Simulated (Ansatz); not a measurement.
In plane-wave PAW LDA (Ansatz code), SiO2 in the trigonal phase (P3_121; O on 6c, Si on 3a) relaxes to a = 4.867 Å, c = 5.366 Å. O has 2 nearest neighbours from 1.61 Å (bent); Si has 4 nearest neighbours from 1.61 Å (tetrahedral). Against the elements it lies at -2.93 eV/atom, with no fitted shifts.

It is gapped at this level: 5.83 eV (indirect). The valence maximum lies at K and the conduction minimum at Γ. Electrons at the band edge weigh 0.50 mₑ (isotropic). The hole mass is 1.4, 7.7, 7.7 mₑ (principal values).

The bulk modulus is 34.3 GPa. The relaxed-ion elastic constants in GPa are C11 = 75.3, C12 = 11.3, C13 = 10.3, C14 = -17.1, C33 = 99.9, C44 = 53.4. The elastic constants imply a Debye temperature near 530 K. Perturbation theory gives ε∞ = 2.52 (xx = yy), 2.56 (zz). Letting the ions move raises it to ε0 = 4.68 (xx = yy), 4.89 (zz). Born charges are O -1.68, Si +3.36 e. The phonon dispersion is stable (no imaginary branch). Without the LO–TO term the highest mode at Γ lies at 1147 cm⁻¹.

The LDA relaxation kept the symmetry of its start. The references are the lowest solids computed at this level, not always the standard phases (solids in place of the gases).

Potentials: the later of the program's two PAW sets.
